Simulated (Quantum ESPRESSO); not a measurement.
# Strain and stress in Si6NAl

These are calculations, not measurements. They come from pw.x of Quantum ESPRESSO 7.5, a plane-wave density functional program, with PseudoDojo standard norm-conserving files (v0.5 for PBE, v0.4.1 for LDA and PBEsol). The cells are made up: elements, strain and atom displacements were drawn at random, and nothing was relaxed. There is no spin polarisation, spin-orbit coupling or dispersion term.

The cell has 8 sites of a zincblende or diamond lattice. Sites 1 to 4 hold Si Si N Si; sites 5 to 8 hold Al Si Si Si. Cell vectors in Å: (5.530, 0.000, 0.000); (0.000, 5.530, 0.000); (0.000, 0.000, 5.530). Settings: PBE, cutoff 1143 eV, 6 x 6 x 6 k mesh shifted by half a step, Fermi-Dirac smearing of 0.1 eV.

Each run adds the same linear strain along x, y and z to one cell, with the atoms carried along; the vectors above are those of run 4. Stress is positive in tension and P is minus a third of its trace. E is the free energy for each atom above the lowest run shown.

| run | strain (%) | s_xx (GPa) | s_yy (GPa) | s_zz (GPa) | s_xy (GPa) | P (GPa) | E (meV/atom) |
| --- | --- | --- | --- | --- | --- | --- | --- |
| 1 | -1.70 | 3.10 | 2.84 | 2.41 | 1.96 | -2.79 | 0.00 |
| 2 | -1.15 | 4.29 | 4.02 | 3.60 | 1.79 | -3.97 | 7.00 |
| 3 | -0.74 | 5.11 | 4.83 | 4.41 | 1.66 | -4.79 | 13.85 |
| 4 | 0.57 | 7.41 | 7.12 | 6.71 | 1.31 | -7.08 | 44.22 |
| 5 | 1.01 | 8.08 | 7.78 | 7.38 | 1.20 | -7.75 | 57.11 |
| 7 | 2.06 | 9.49 | 9.19 | 8.79 | 0.96 | -9.16 | 92.85 |
| 6 | 1.63 | ? | ? | ? | ? | ? | ? |

A rerun of one of these cells at 1437 eV and k mesh 8 x 8 x 8 moved values by no more than 0.003 eV in the cell's energy, 0.04 GPa in stress and 0.014 eV/Å in force.

## Worked fit

A parabola through the six runs shown gives P = -6.14 - 1.74 e + 0.133 e² GPa, with e in per cent and a scatter of 0.02 GPa. A linear strain of 1 % changes the volume by about 3 %, so the bulk modulus of this cell with clamped atoms is about 58 ± 1 GPa at e = 0. The error is the larger of the fit's own and the change that a cubic makes, rounded up.

## Withheld run

Question: what P should run 6 give?

The fit gives -8.62 GPa. The calculation gave -8.61 GPa.

| run | strain (%) | s_xx (GPa) | s_yy (GPa) | s_zz (GPa) | s_xy (GPa) | P (GPa) | E (meV/atom) |
| --- | --- | --- | --- | --- | --- | --- | --- |
| 6 | 1.63 | 8.94 | 8.64 | 8.24 | 1.06 | -8.61 | 77.40 |